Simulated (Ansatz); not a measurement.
Consider the following.

Sc$_{2}$GeB$_{2}$:
```cif
data_B2GeSc2
_chemical_formula_sum 'Sc2 Ge1 B2'
_space_group_name_H-M_alt 'P 1'
_space_group_IT_number 1
_cell_length_a 3.14997
_cell_length_b 3.14997
_cell_length_c 7.81634
_cell_angle_alpha 90.000
_cell_angle_beta 90.000
_cell_angle_gamma 120.000
loop_
_space_group_symop_operation_xyz
  'x, y, z'
loop_
_atom_site_label
_atom_site_type_symbol
_atom_site_fract_x
_atom_site_fract_y
_atom_site_fract_z
_atom_site_occupancy
Sc1 Sc 0.33333 0.66667 0.71681 1
Sc2 Sc 0.33333 0.66667 0.28319 1
Ge1 Ge 0.00000 0.00000 0.00000 1
B1 B 0.00000 0.00000 0.50000 1
B2 B 0.66667 0.33333 0.50000 1
```

This is the PBEsol-relaxed structure.

Task: All from DFT-PBEsol in the program Ansatz with PAW potentials, unless another level is named. Predict the electronic character.

Result: metallic (no gap).

Task: Next, the formation energy from the elements (no fitted shifts)?

Result: -0.80 eV/atom.

Task: Next, the density of states at the Fermi level?

Result: 0.57 states/eV per atom (mean over ±0.08 eV).

Task: Next, the gap with spin–orbit coupling?

Result: none (metallic).

Space group P-6m2. The start of the workflow was typed in or built on a structure type; neither database checked (COD, Materials Project) lists it. Whether it is the stable phase at ambient conditions was not checked. The cell was relaxed with PBEsol under the symmetry of its start; its stability against distortions is not shown here. No spin polarisation was allowed. The references are the lowest solids computed at this level, not always the standard phases. Spin–orbit coupling is left out wherever it is not named.

Potentials: the earlier of the program's two PAW sets. The files were generated under PBE; for other functionals the program regenerates the frozen cores, and for LDA and PBEsol the local potential too.
